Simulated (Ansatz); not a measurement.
# Structure types of Zn compared at 78 GPa

Structure types of Zn are relaxed in primitive cells with their symmetry kept at 78 GPa, first on PAW files, then by LAPW. The enthalpy is E + pV at zero temperature, without zero-point motion. Only the types listed were tried, and differences under about 5 meV/atom are mesh noise.

All numbers are LDA results (scalar-relativistic) from Ansatz 0.2.0, with Fermi–Dirac smearing of 0.08 eV, no spin polarisation. Methods: LAPW: all electrons, basis error target 0.5 meV/atom; PAW: frozen-core files, cutoff 420 eV.

k meshes: fcc 19×19×19, bcc 20×20×20, hcp 18×18×10, beta tin 19×19×19, diamond 14×14×14, simple hexagonal 19×19×17.

The PAW files were made under PBE.

Task: Order the types by LAPW enthalpy, lowest first.
A. simple hexagonal
B. fcc
C. diamond
D. hcp
E. bcc
F. beta tin

Result: D (0 meV/atom), B (60 meV/atom), E (167 meV/atom), A (624 meV/atom), F (759 meV/atom), C (2754 meV/atom).

```csv
start type,ends as,"a, b, c (Å)",V (Å³/atom),"H − H(lowest), LAPW (meV/atom)","same, PAW"
fcc,"fcc, Fm-3m","3.383, 3.383, 3.383",9.68,59.9,60.1
bcc,"bcc, Im-3m","2.689, 2.689, 2.689",9.73,166.8,166.2
hcp,"hcp, P6_3/mmc","2.388, 2.388, 3.907",9.65,0.0,0.0
beta tin,"beta tin, I4_1/amd","4.342, 4.342, 2.207",10.40,758.6,758.1
diamond,"diamond, Fd-3m","4.675, 4.675, 4.675",12.77,2753.6,2751.7
simple hexagonal,"simple hexagonal, P6/mmm","2.275, 2.275, 2.298",10.30,624.3,623.6
```

Task: Split the lead of hcp over fcc into energy and pV.

Result: For fcc less hcp: ΔE = +44.7 meV/atom, and p·ΔV = 78 GPa × +0.0314 Å³ × 6.242 meV/(GPa·Å³) = +15.3 meV/atom, together 60.0 meV/atom. hcp wins on both counts.
